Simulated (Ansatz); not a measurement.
Pd3S:
```cif
data_Pd12S4
_chemical_formula_sum 'Pd12 S4'
_space_group_name_H-M_alt 'Cmcm'
_space_group_IT_number 63
_space_group_name_Hall '-C 2c 2'
_cell_length_a 7.36496
_cell_length_b 5.35807
_cell_length_c 6.40841
_cell_angle_alpha 90.000
_cell_angle_beta 90.000
_cell_angle_gamma 90.000
loop_
_space_group_symop_operation_xyz
  'x, y, z'
  '-x, -y, -z'
  '-x, -y, z+1/2'
  'x, y, -z+1/2'
  'x, -y, -z'
  '-x, y, z'
  '-x, y, -z+1/2'
  'x, -y, z+1/2'
  'x+1/2, y+1/2, z'
  '-x+1/2, -y+1/2, -z'
  '-x+1/2, -y+1/2, z+1/2'
  'x+1/2, y+1/2, -z+1/2'
  'x+1/2, -y+1/2, -z'
  '-x+1/2, y+1/2, z'
  '-x+1/2, y+1/2, -z+1/2'
  'x+1/2, -y+1/2, z+1/2'
loop_
_atom_site_label
_atom_site_type_symbol
_atom_site_symmetry_multiplicity
_atom_site_Wyckoff_symbol
_atom_site_fract_x
_atom_site_fract_y
_atom_site_fract_z
_atom_site_occupancy
Pd1 Pd 8 g 0.19446 0.15476 0.25000 1
Pd2 Pd 4 b 0.00000 0.50000 0.00000 1
S1 S 4 c 0.00000 0.19140 0.75000 1
```
(The calculation used a cell of 8 atoms; values per cell refer to that cell.)

This is the r²SCAN-relaxed structure.

All from plane-wave PAW r²SCAN (Ansatz code), unless another level is named. Predict the electronic character.

metallic (no gap).

Next, the formation energy from the elements (no fitted shifts)?

-0.28 eV/atom.

Next, the density of states at the Fermi level?

0.20 states/eV per atom (mean over ±0.08 eV).

The first step of the workflow began from a Materials Project structure, measured or hypothetical; the Crystallography Open Database copy checked does not list it. Its standing as an ambient phase is unchecked. The cell was relaxed with r²SCAN under the symmetry of its start; its stability against distortions is not shown here. No spin polarisation was allowed. The references are the lowest solids computed at this level, not always the standard phases. Spin–orbit coupling is left out wherever it is not named.

Potentials: the earlier of the program's two PAW sets.
